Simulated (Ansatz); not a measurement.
# Zn (omega (AlB2-type)): energy against volume

Level of theory: DFT, BLYP, plane waves (420 eV) with PAW, scalar-relativistic in Ansatz 0.2.0. The PAW files were generated under PBE, with cores re-solved for the functional.

The cell is scaled uniformly from the relaxed one, with fractional coordinates and shape fixed. Energies are extrapolated to zero smearing, pressures are those at the given smearing. Magnetic state: spin not included.

A Birch-Murnaghan fit gives V₀ = 17.70 Å³/atom, B₀ = 34 GPa, B₀′ = 6.6.

Q: What are the energy above the minimum and the pressure at 16.258 Å³/atom?

A: 15.5 meV/atom and 3.85 GPa as computed.

Q: What are the energy above the minimum and the pressure at 16.964 Å³/atom?

A: 3.6 meV/atom and 1.70 GPa as computed.

Q: What are the energy above the minimum and the pressure at 18.378 Å³/atom?

A: 2.5 meV/atom and -1.11 GPa as computed.
